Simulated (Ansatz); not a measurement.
This Cd4Se3S structure is the end of a relaxation. The cell was found from a structure generator's guess, not taken from experiment.

All numbers below come from DFT PBE, scalar-relativistic, plane waves, PAW (Ansatz). Cutoff 420 eV, Γ-centred mesh, Gaussian smearing, no spin polarisation.

```
CELL_PARAMETERS angstrom
-3.06429 3.06429 6.12526
3.06429 -3.06429 6.12526
3.06429 3.06429 -6.12526
ATOMIC_POSITIONS crystal
Cd 0.12061 0.12061 0.48522
Cd 0.87939 0.36461 0.00000
Cd 0.63539 0.63539 0.51478
Cd 0.36461 0.87939 0.00000
Se 0.50000 0.50000 0.00000
Se 0.25000 0.75000 0.50000
Se 0.75000 0.25000 0.50000
S 0.00000 0.00000 0.00000
```

The zero of energy is the elements' standard structures at the same level; no fitted shifts are applied.

Question: Find its symmetry and describe it.

Answer: I-42m (No. 121), with Se and S ordered on zinc blende sites. Conventional cell: a = 6.129 Å, c = 12.251 Å. Around Cd lie 1 S at 2.58 Å and 3 Se at 2.68–2.69 Å; Se on a site of symmetry -42m has 4 Cd at 2.69 Å; Se on a site of symmetry -4 is surrounded by 4 Cd at 2.68 Å; around S lie 4 Cd at 2.58 Å.

Question: What is its formation energy per atom?

Answer: −0.636 eV/atom. Whether it is stable depends on the other phases of the system, which aren't compared here.

Question: Is it a metal?

Answer: No, the gap on the 6×6×6 mesh is 0.61 eV.

The last run used a 6×6×6 mesh for its 8-atom cell and Gaussian smearing of 0.02 eV. Kohn–Sham gaps at this level usually fall short of measured ones. The reference forms of S and Se are held partly by dispersion forces, which this level lacks. A later test with randomly moved atoms came back to the same energy, though modes that don't fit the test's cell weren't probed.
